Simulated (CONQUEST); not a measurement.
Consider a self-consistent single point of Ti (Cmcm, 4 atoms in the cell; from Materials Project mp-46, changed as shown).

```
Ti
1.0
    2.93573     0.00000     0.00000
    0.00000     5.18653     0.00000
    0.00000     0.00000     4.64086
Ti
4
Cartesian
  0.00000   1.72884   1.16021
  1.46786   0.86442   3.48064
  1.46786   4.32211   1.16021
  0.00000   3.45769   3.48064
```

Computed with LDA (PW92), numerical atomic orbitals double-zeta with polarisation (the shipped basis), PseudoDojo norm-conserving potentials made for LDA run with CONQUEST.

CONQUEST settings:

| key | value |
|---|---|
| basis | DZP |
| Diag.MPMeshX, Y, Z | 5 3 3 |
| potentials | PseudoDojo norm-conserving LDA |
| Grid.GridCutoff | 175 Ha |
| DM.SolutionMethod | diagon |
| Diag.kT | 0.001837 Ha |
| Diag.GammaCentred | true |
| minE.SCTolerance | 1.0e-06 |
| SC.MaxIters | 100 |
| SC.LinearMixingFactor | 0.5 |
| SC.KerkerPreCondition | true |
| SC.KerkerFactor | 0.5 1/bohr |
| AtomMove.TypeOfRun | static |

Results:

| Item | Value |
|---|---|
| Number of valence electrons | 48 |
| Number of bands | 76 |
| Number of k-points after the program's reduction | 23 |
| Size of the basis | 76 |
| Number of SCF iterations | 13 |
| FFT grid | 36 × 60 × 60 |
| Free energy E − TS | -6458.6103 eV |
| Fermi level (on the code's own zero) | -7.62 eV |
| Pressure | -8.31 GPa |

Stress (GPa, positive for compression):
```
-7.00   0.00   0.00
 0.00  -9.91   0.00
 0.00   0.00  -8.01
```

For comparison: a first run was changed to give this one (lattice vector b scaled by 1.02), and from it to this one the free energy rises by 18.6 meV/atom and the pressure goes from -6.34 to -8.31 GPa.

The program uses no crystal symmetry, so grid and mesh can part values that symmetry would make equal. The atom-centred basis is finite, which shifts total energies and pressures against plane waves. The structure comes from a collection of computed structures, made at another level of theory; the collection holds predicted forms beside known ones. No clean gap shows at this smearing width and mesh (spacing up to 0.45 Å⁻¹); the mesh is coarse for partly filled bands, so the values carry mesh errors.

Cost on one core: roughly 3 core-minutes.
